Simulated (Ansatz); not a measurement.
Equation of state of niobium, simple cubic

Method: DFT, m-r2SCAN, plane waves (500 eV) with PAW, scalar-relativistic in Ansatz. (PAW data from PBE, frozen cores regenerated.)

The cell is scaled uniformly from the relaxed one, with fractional coordinates and shape fixed. Energies are extrapolated to zero smearing, pressures are those at the given smearing. Magnetic state: non-magnetic.

```csv
V (Å³/atom),E − E₀ (meV/atom),P (GPa)
17.485,139.4,21.37
18.279,56.7,12.68
19.074,12.5,5.62
19.869,-0.1,-0.16
20.664,13.4,-4.87
21.458,47.8,-8.70
22.253,99.4,-11.86
```

Question: Fit a third-order Birch-Murnaghan equation.

Answer: V₀ = 19.83 Å³/atom, B₀ = 131 GPa, B₀′ = 4.0.

m-r²SCAN is r²SCAN on the gauge-invariant kinetic-energy density; without spin polarisation the two are equal.
